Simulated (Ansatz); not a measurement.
Sheets of one type (MA2Z4 (prismatic core, outer Z over the empty site)-type), PBE in the plane-wave PAW code Ansatz; HSE06 gaps on those cells.

| layer | a (Å) | thickness (Å) |
|---|---|---|
| VGe2N4 | 3.005 | 7.31 |
| NbGe2N4 | 3.081 | 7.39 |
| WGe2N4 | … | … |
| CrGe2N4 | 2.964 | 7.31 |
| WAs4Ge2 | 3.693 | 10.17 |
| WGe2P4 | 3.549 | 9.63 |

**Question.** Some entries are withheld; supply them.

**Answer.** 
- WGe2N4, a (Å): 3.022
- WGe2N4, thickness (Å): 7.42

Spin orders computed, not proven ground states: VGe2N4, MA2Z4 (prismatic core, outer Z over the empty site)-type layer ferromagnetic; NbGe2N4, MA2Z4 (prismatic core, outer Z over the empty site)-type layer ferromagnetic. Began spin-polarised and lost the moments: CrGe2N4, MA2Z4 (prismatic core, outer Z over the empty site)-type layer. All cells were relaxed under the symmetry of their starts (and spin orders); stability against distortions was not tested throughout. Rows with no word on spin ran without spin polarisation. Spin–orbit coupling is left out wherever it is not named. Constructed layers (a layer type filled with these elements): VGe2N4, MA2Z4 (prismatic core, outer Z over the empty site)-type layer; NbGe2N4, MA2Z4 (prismatic core, outer Z over the empty site)-type layer; WGe2N4, MA2Z4 (prismatic core, outer Z over the empty site)-type layer; CrGe2N4, MA2Z4 (prismatic core, outer Z over the empty site)-type layer; WAs4Ge2, MA2Z4 (prismatic core, outer Z over the empty site)-type layer; WGe2P4, MA2Z4 (prismatic core, outer Z over the empty site)-type layer.

Potentials: the later of the program's two PAW sets.
